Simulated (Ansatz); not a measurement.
Sheets of one type (Janus MA2Z4-type), DFT-PBE in the program Ansatz with PAW potentials; HSE06 gaps on those cells.

```json
[
 {"layer": "MoGeN4Si", "a (Å)": "2.964", "thickness (Å)": "7.22"},
 {"layer": "VGeN4Si", "a (Å)": "2.943", "thickness (Å)": "7.11"},
 {"layer": "ZrGeN4Si", "a (Å)": "3.116", "thickness (Å)": "7.11"},
 {"layer": "WGeN4Si", "a (Å)": "2.967", "thickness (Å)": "7.23"},
 {"layer": "TaGeN4Si", "a (Å)": "3.021", "thickness (Å)": "7.20"},
 {"layer": "CrGeN4Si", "a (Å)": "2.902", "thickness (Å)": "7.10"},
 {"layer": "HfGeN4Si", "a (Å)": "?", "thickness (Å)": "?"}
]
```

Problem. Some entries are withheld; supply them.

Solution. 
- HfGeN4Si, a (Å): 3.105
- HfGeN4Si, thickness (Å): 7.09

Spin orders computed, not proven ground states: VGeN4Si, Janus MA2Z4-type layer ferromagnetic. Began spin-polarised and lost the moments: TaGeN4Si, Janus MA2Z4-type layer; CrGeN4Si, Janus MA2Z4-type layer. All cells were relaxed under the symmetry of their starts (and spin orders); stability against distortions was not tested throughout. Rows with no word on spin ran without spin polarisation. Spin–orbit coupling is left out wherever it is not named. Constructed layers (a layer type filled with these elements): MoGeN4Si, Janus MA2Z4-type layer; VGeN4Si, Janus MA2Z4-type layer; ZrGeN4Si, Janus MA2Z4-type layer; WGeN4Si, Janus MA2Z4-type layer; TaGeN4Si, Janus MA2Z4-type layer; CrGeN4Si, Janus MA2Z4-type layer; HfGeN4Si, Janus MA2Z4-type layer.

Potentials: the later of the program's two PAW sets.
